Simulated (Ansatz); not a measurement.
Consider the following.

SnPt:
```cif
data_Pt2Sn2
_chemical_formula_sum 'Sn2 Pt2'
_space_group_name_H-M_alt 'P 1'
_space_group_IT_number 1
_cell_length_a 4.12373
_cell_length_b 4.12373
_cell_length_c 5.44206
_cell_angle_alpha 90.000
_cell_angle_beta 90.000
_cell_angle_gamma 120.000
loop_
_space_group_symop_operation_xyz
  'x, y, z'
loop_
_atom_site_label
_atom_site_type_symbol
_atom_site_fract_x
_atom_site_fract_y
_atom_site_fract_z
_atom_site_occupancy
Sn1 Sn 0.66667 0.33333 0.75000 1
Sn2 Sn 0.33333 0.66667 0.25000 1
Pt1 Pt 0.00000 0.00000 0.50000 1
Pt2 Pt 0.00000 0.00000 0.00000 1
```

This is the PBEsol-relaxed structure.

Q: All from PBEsol in the plane-wave PAW code Ansatz, unless another level is named. Give the density of states at the Fermi level.

A: 0.36 states/eV per atom (mean over ±0.08 eV).

Q: Predict the formation energy from the elements (no fitted shifts).

A: -0.59 eV/atom.

Space group P6_3/mmc (NiAs type). The first step of the workflow began from a Materials Project structure, measured or hypothetical; the Crystallography Open Database files this formula in space group No. 194, but the cells were not matched. Whether it is the stable phase at ambient conditions was not checked. Symmetry was held in the PBEsol relaxation; its stability against distortions is not shown here. The run is not spin-polarised. The references are the lowest solids computed at this level, not always the standard phases. Scalar-relativistic: spin–orbit coupling is off unless named, which matters more the heavier the elements.

Potentials: the later of the program's two PAW sets.
